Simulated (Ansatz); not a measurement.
**Mg: a fit and a missing row**

Mg, P6_3/mmc, a = 3.190 Å, c = 5.117 Å. Ansatz: r2SCAN, PAW, 500 eV, Γ-centred 18×18×8 mesh on 2 atoms, Gaussian smearing 0.10 eV; no spin polarisation. Shape and atoms are relaxed at each volume; pressure is positive in compression.

| V (Å³/atom) | P (GPa) |
| --- | --- |
| 21.189 | 2.81 |
| 21.865 | 1.32 |
| 22.541 | 0.03 |
| 23.218 | ? |
| 23.894 | -2.04 |

Question: Take V0 = 22.541 Å³/atom, count pressures from its P0 = 0.03 GPa, fit the third-order Birch–Murnaghan form to the other rows, and predict the missing pressure.

Answer: With the Eulerian strain f = ½[(V0/V)^(2/3) − 1] and y = (P − P0)/[3f(1 + 2f)^(5/2)], the form is the line y = B0 + 1.5 B0 (B0′ − 4) f. Rows (f, y): 0.02105, 39.7; 0.01025, 39.9; -0.01906, 39.9. Means f = 0.004080, y = 39.833; Σ(Δf)² = 0.0008615, ΣΔfΔy = -0.003394; the slope is their ratio. y = 39.85 − 3.940 f GPa, so B0 = 39.9 GPa and B0′ = 4 + 2 × (-3.940)/(3 × 39.85) = 3.93. At V = 23.218, f = -0.00977, y = 39.89 and P = -1.08 GPa. The run gave -1.08 GPa, the same to the digits shown.

Cost: 5 runs of about 2.2 core-minutes in all, on Arm Neoverse V2 (shared hosts).